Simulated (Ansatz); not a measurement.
A geometry of SnTe away from equilibrium: step 2 of the relaxation of a relaxed SnTe cell with one Te and one Sn atom exchanged in a cell of 4 atoms. Computed with r2SCAN (plane waves to 500 eV, PAW, scalar-relativistic; Ansatz, a first-principles code). Γ-centred k-mesh 3×6×6 on the run's cell (coarser than for final values), Fermi–Dirac smearing 0.05 eV. The plane waves were selected for a different cell earlier on the path.

```xyz
4
Lattice="-0.0070 6.3214 6.3214 3.1572 0.0000 3.1572 3.1572 3.1572 0.0000" Properties=species:S:1:pos:R:3 pbc="T T T"
Sn     0.0407    -0.0407    -0.0407
Te     0.1104     3.0468     3.0468
Sn     3.1148     3.1996     3.1996
Te     3.0381     6.4336     6.4336
```

Question: Give the Cartesian forces on all atoms (eV/Å).

Answer: 
```json
[
 {"atom": "Sn1", "Fx": "0.19", "Fy": "-0.19", "Fz": "-0.19"},
 {"atom": "Te2", "Fx": "0.41", "Fy": "-0.41", "Fz": "-0.41"},
 {"atom": "Sn3", "Fx": "-0.19", "Fy": "0.19", "Fz": "0.19"},
 {"atom": "Te4", "Fx": "-0.41", "Fy": "0.41", "Fz": "0.41"}
]
```

The path ends in R-3m (No. 166). No spin polarisation in the result. Without a van der Waals term the distances between weakly bound units are poorly fixed.

The run could not lose the symmetry of its start: the end is stationary, and may be a saddle point rather than a minimum.

The end of the path is a generated cell of SnTe: the first start was made by placing the elements on the sites of a structure type, and the end was not matched to a known phase here, so it may be hypothetical. Known forms of SnTe include space group No. 225.
